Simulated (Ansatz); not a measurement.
**Notes on HfGe**

```
Hf Ge
1.0
     0.00000    3.72168    0.00000
     3.72168    0.00000    0.00000
     1.86084    1.86084   -2.92124
Hf Ge
1 1
Direct
  0.41400 0.41400 0.17200
  0.00000 0.00000 0.00000
```

Single point in Ansatz 0.2.0 with r2SCAN, no spin polarisation. Cutoff 500 eV, PAW datasets, 11×11×11 Γ-centred k mesh, fermi-dirac filling (width 0.1 eV).

(1) What do density and ELF say about some of the short contacts?

(2) Is it stable against the elements?

(3) What does the stress say?

(4) What happens at the Fermi level?

(5) Which element gives electrons and which takes them?

(6) Which atom feels the largest force, and which way?

Origin: a known structure type with other elements, at an estimated volume, so it need not be a known compound. Caveats: atoms or cell far from equilibrium.

Answers

(1) Hf–Ge at 2.42 Å: least valence density 0.57 e/Å³ and ELF 0.50 there. These are pseudo-fields; inside the PAW spheres they differ from the all-electron ones.

(2) -0.30 eV an atom against the elements' usual phases (free molecules for gases, crystals otherwise, with no correction for O₂ or N₂), so it is bound against them; other compounds may still compete. Relaxing would lower it.

(3) The pressure is 7.6 GPa (compression positive), so with the atoms held at these fractions the cell would first expand; the forces are large, so a full relaxation may end otherwise. The principal stresses 4.5, 4.5, 13.7 GPa differ, so its shape would change too.

(4) It is a metal, with about 0.089 states/eV a cell as the mean within 0.25 eV of the Fermi level, mostly Hf d (54 %) and Ge p (44 %).

(5) Bader charges in e: Hf +1.58, Ge -1.58. In the mean Hf gives up most and Ge takes most.

(6) The largest is on Ge2 (and as large on other atoms): 3.11 eV/Å, components (0.00, 0.00, -3.11). It makes 180° with the line to a nearest neighbour, Hf1 at 2.42 Å, pointing away from it.
